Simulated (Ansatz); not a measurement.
Se:
Space group P3₁21 (No. 152); a = b = 4.065 Å, c = 5.131 Å, α = β = 90.00°, γ = 120.00°

| atom | site | symmetry | x | y | z |
|---|---|---|---|---|---|
| Se | 3b | .2. | 0.7526 | 0.7526 | 0.5000 |

This is the PBE+D3(BJ)-relaxed structure.

**Question.** All from PBE+D3(BJ) in the plane-wave PAW code Ansatz, unless another level is named. Estimate the band gap.

**Answer.** 0.46 eV (indirect).

**Question.** Next, the smallest direct gap on the standard path?

**Answer.** 0.53 eV.

**Question.** And the conduction-band minimum?

**Answer.** at H (2 equivalent valleys).

**Question.** Predict the valence-band maximum.

**Answer.** on the L–H line, 77 % of the way from L.

Space group P3_121 (trigonal Se type). The PBE+D3(BJ) relaxation kept the symmetry of its start. Spin–orbit coupling is left out wherever it is not named.

Potentials: the earlier of the program's two PAW sets.
